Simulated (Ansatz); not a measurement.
GaIr: stationary points along a deformation path

Level of theory: Ansatz, DFT r2SCAN, scalar-relativistic, plane waves, PAW. Cutoff 500 eV, Γ-centred 18×18×18 k-points, Gaussian smearing of 0.15 eV. Spin–orbit coupling is left out, which can shift energies with elements as heavy as these. No spin polarisation. Energies are free energies at this smearing, counted from the undisturbed cell; pressure is positive in compression.

Reference structure (as given, not relaxed at this level; it stands at 5.7 GPa, and it needn't be the usual structure):

```
Ga Ir
1.0
     3.00400    0.00000    0.00000
     0.00000    3.00400    0.00000
     0.00000    0.00000    3.00400
Ga Ir
1 1
Direct
  0.00000 0.00000 0.00000
  0.50000 0.50000 0.50000
```

At fixed volume and fractional coordinates, lengths along (0.577, 0.577, 0.577) are scaled against those across it; ρ is that ratio over its starting value. V = 13.554 Å³/atom. Δσ is the stress along the axis less the mean stress across it (compression positive).

```csv
ρ,ΔE (meV/atom),Δσ (GPa),space group
0.500,12071.0,1001.60,R-3m
0.600,4734.3,480.66,R-3m
0.710,1534.8,217.79,R-3m
0.850,217.7,59.37,R-3m
0.930,31.8,17.79,R-3m
1.000,0.0,0.00,Pm-3m
1.080,22.8,-10.16,R-3m
1.200,117.7,-21.37,R-3m
1.410,367.3,-31.58,R-3m
1.700,693.4,-26.12,R-3m
2.000,830.6,0.00,Fm-3m
```

Task: How does the stress give the slope of the energy, and where is the energy stationary?

Result: Along the path d ln(length) is 2/3 d ln ρ on the axis and −1/3 d ln ρ across it, so dE/d ln ρ = −(2/3) V Δσ: the energy falls with ρ where Δσ is positive. Δσ vanishes or changes sign at ρ = 1.000 (Pm-3m), a minimum at 0.0 meV/atom; at ρ = 2.000 (Fm-3m, an end of the scan), at 830.6 meV/atom. Pairs of stationary points between two samples would go unseen, and could change a minimum read from distant neighbours into a maximum. At ρ = 1.000, 2.000 the cell is cubic, where symmetry alone makes the stress isotropic and the slope zero.

Task: Which shear constant sets the curvature at ρ = 1?

Result: For a cubic crystal E/V = (2/3) C (ln ρ)² with C = C44, so Δσ = −2C ln ρ. The parabola of Δσ against ln ρ through ρ = 0.930, 1 and 1.080 gives C ≈ 95 GPa with the ions clamped, rough because the steps are large. It is the stress–strain coefficient at this cell's pressure of 5.7 GPa, not the zero-pressure constant.

In a metal these slopes depend on the k mesh and the smearing.